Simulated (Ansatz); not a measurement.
## Ag (omega (AlB2-type)): energy against volume

Computed with DFT, r2SCAN, plane waves (500 eV) with PAW, scalar-relativistic in Ansatz 0.2.0. (PAW data from PBE, frozen cores regenerated.)

The cell is scaled uniformly from the relaxed one, with fractional coordinates and shape fixed. Energies are extrapolated to zero smearing, pressures are those at the given smearing. Magnetic state: spin not included.

A Birch-Murnaghan fit gives V₀ = 17.66 Å³/atom, B₀ = 98 GPa, B₀′ = 5.7.

(1) What are the energy above the minimum and the pressure at 16.248 Å³/atom?

(2) What are the energy above the minimum and the pressure at 18.367 Å³/atom?

(3) What are the energy above the minimum and the pressure at 19.073 Å³/atom?

Answers

(1) 41.9 meV/atom and 10.41 GPa as computed.

(2) 7.8 meV/atom and -3.41 GPa as computed.

(3) 29.0 meV/atom and -6.04 GPa as computed.
